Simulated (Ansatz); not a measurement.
Data sheet: AlCu3 (DFT)

AlCu$_{3}$:
Space group Pm-3m (No. 221); a = b = c = 3.5895 Å, α = β = γ = 90.00°

```json
[
 {"atom": "Al", "site": "1a", "symmetry": "m-3m", "x": "0.0000", "y": "0.0000", "z": "0.0000"},
 {"atom": "Cu", "site": "3c", "symmetry": "4/mm.m", "x": "0.0000", "y": "0.5000", "z": "0.5000"}
]
```

Space group Pm-3m (No. 221), Cu3Au type; conventional cell a = 3.590 Å, b = 3.590 Å, c = 3.590 Å, α = 90.00°, β = 90.00°, γ = 90.00°.

Method: LDA in the plane-wave PAW code Ansatz. Structure relaxed to zero pressure with the same functional. Other levels are named where they apply.

### Cell and energy

Volume per atom: 11.56 Å³
Density: 7.81 g/cm³
Formation energy from the elements (no fitted shifts): -0.20 eV/atom

### Electronic structure

- Electronic character = metallic (no gap)
- Density of states at the Fermi level = 0.30 states/eV per atom (mean over ±0.08 eV)

### Mechanics

- Bulk modulus (Birch–Murnaghan fit): 167 GPa
- Pressure derivative B′: 4.7
- Elastic constants (relaxed ions, GPa): C11 = 197, C12 = 152, C44 = 102
- Mechanical stability: stable (all eigenvalues of C positive)
- Hill bulk and shear moduli: 167 and 56.2 GPa
- Young's modulus: 152 GPa
- Poisson's ratio: 0.35
- Debye temperature from the elastic constants: 397 K

### Phonons

* **Highest zone-centre frequency**: 311 cm^-1
* **Zone-centre stability**: no imaginary mode at Γ

The first step of the workflow began from a Materials Project structure, measured or hypothetical; the Crystallography Open Database copy checked does not list it. With Al and Cu taken as one species the cell has the higher symmetry Fm-3m, so it may be an ordered model of a mixed-site phase. Whether it is the stable phase at ambient conditions was not checked. The cell was relaxed with LDA under the symmetry of its start. The run is not spin-polarised. As this level gives no gap, shear constants depend on the k-mesh and smearing (Fermi–Dirac, 0.1 eV here). As this level gives no gap, phonon frequencies hold no LO–TO term and depend on the k-mesh and smearing (Fermi–Dirac, 0.1 eV here). The references are the lowest solids computed at this level, not always the standard phases.

Potentials: the later of the program's two PAW sets.
